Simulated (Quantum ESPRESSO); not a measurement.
## Si6GaN (a curve over strain)

Simulated, not a measurement. The program is pw.x of Quantum ESPRESSO 7.5 (plane-wave density functional theory). The cell is made up: 8 atoms on a zincblende/diamond lattice, with randomly drawn elements, strain and displacements, not relaxed. PseudoDojo standard norm-conserving files (v0.5 for PBE, v0.4.1 for LDA and PBEsol) set the functional; there is no spin polarisation, spin-orbit coupling or dispersion term, and the masses in the input are unused placeholders.

Seven runs add a strain to one cell (the same linear strain along x, y and z); the atoms follow the cell and are not relaxed. Stress in the table is positive in tension.

Input of the run at -0.0026:

```
&control calculation='scf', pseudo_dir='./dojo.nc.sr.pbe.v0_5.standard.upf', outdir='./o', disk_io='low', tprnfor=.true., tstress=.true. /
&system ibrav=0, nat=8, ntyp=3, nbnd=31, ecutwfc=84.00895049, nosym=.true., tot_charge=0,
 occupations='smearing', smearing='fd', degauss=0.0073498644
/
&electrons conv_thr=7.350e-09, electron_maxstep=60, /
ATOMIC_SPECIES
Ga 1.0 Ga.upf
N 1.0 N.upf
Si 1.0 Si.upf
CELL_PARAMETERS angstrom
5.4164 0.0009 -0.017
0.0009 5.4937 0.028
-0.017 0.028 5.4246
ATOMIC_POSITIONS angstrom
Si 0.0447 -0.0059 0.0403
Si 0.0251 2.8261 2.6412
Si 2.5838 -0.0547 2.6592
Si 2.7647 2.8603 0.0062
Si 1.1981 1.2337 1.4139
Ga 1.3501 4.0445 4.0899
Si 4.0883 1.2686 4.0651
N 4.096 4.1195 1.3773
K_POINTS automatic
6 6 6 1 1 1
```

| added strain | free energy less that of the input shown (eV) | stress xx (GPa) | stress yy (GPa) | stress zz (GPa) | stress xy (GPa) | pressure (GPa) | iterations |
| --- | --- | --- | --- | --- | --- | --- | --- |
| -0.0192 | -0.1319 | 1.22 | 1.17 | 0.05 | 1.17 | -0.81 | 11 |
| -0.0130 | -0.1034 | 2.61 | 2.58 | 1.53 | 1.05 | -2.24 | 11 |
| -0.0093 | -0.0742 | 3.39 | 3.36 | 2.35 | 0.98 | -3.03 | 11 |
| -0.0026 | 0.0000 | 4.68 | 4.67 | 3.73 | 0.87 | -4.36 | 11 |
| +0.0102 | 0.2161 | 6.81 | 6.83 | 6.00 | 0.67 | -6.54 | 11 |
| +0.0187 | 0.4072 | 7.99 | 8.03 | 7.27 | 0.56 | -7.76 | 11 |
| +0.0229 | 0.5142 | 8.52 | 8.56 | 7.83 | 0.50 | -8.30 | 10 |

A cubic fit gives a slope of stress xx against the added strain of 176 GPa at zero added strain, with the atoms clamped. Across the table the free energy follows the integral of the stress to within 0.5 meV. A rerun of one of the cells at 1437 eV and a 8 x 8 x 8 mesh moved values by no more than 0.004 eV in energy, 0.03 GPa in stress and 0.008 eV/Å in force.